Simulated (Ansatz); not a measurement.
ZrO$_{2}$ (fluorite)

```
CELL_PARAMETERS angstrom
      0.00000     2.54457     2.54457
      2.54457     0.00000     2.54457
      2.54457     2.54457     0.00000
ATOMIC_POSITIONS crystal
  Zr 0.00000 0.00000 0.00000
  O  0.25000 0.25000 0.25000
  O  0.75000 0.75000 0.75000
```

This relaxed cell (volume V₀) is scaled evenly in all directions, its shape held. Symmetry pins the atoms to their sites.

Calculation: r2SCAN (plane waves to 500 eV, PAW, scalar-relativistic; Ansatz, an electronic-structure program). k mesh 11×11×11 (Γ-centred), Fermi-Dirac smearing 0.05 eV. E stands for the smeared free energy. Stress and pressure are positive under compression. The PAW data are Ansatz's earlier set. This is a high-temperature form of ZrO2. ZrO2 is run without spin polarisation. ZrO2 was relaxed with its symmetry unable to fall. ΔE is measured from the relaxed starting cell.

| a (Å) | ΔE (meV/atom) | P (GPa) |
|---|---|---|
| 4.9853 | 35.2 | 18.1 |
| 5.0064 | 22.0 | 14.0 |
| 5.0273 | 12.1 | 10.1 |
| 5.0481 | 5.3 | 6.6 |
| 5.0687 | 1.3 | 3.2 |
| 5.0891 | 0.0 | 0.0 |
| 5.1094 | 1.2 | -3.0 |
| 5.1295 | 4.9 | -5.8 |
| 5.1495 | 10.7 | -8.4 |
| 5.1693 | 18.7 | -10.9 |
| 5.1890 | 28.7 | -13.3 |

Summary:

* **Pressure at the smallest volume**: 18.1 GPa
* **Energy cost of the largest compression**: 35.2 meV/atom
* **Energy cost of the largest expansion**: 28.7 meV/atom
* **Bulk modulus B₀ (third-order Birch-Murnaghan fit)**: 257 GPa
* **Pressure derivative B₀′ (fit)**: 4.1
* **Equilibrium volume of the fit**: 10.98 Å³/atom
* **Pressure for 5 % compression (fit)**: 14.6 GPa

The 11 points together took around 90 core-seconds (rough).

(A scan under strain: stresses follow from slopes of the energy per volume, elastic moduli from its curvatures.)
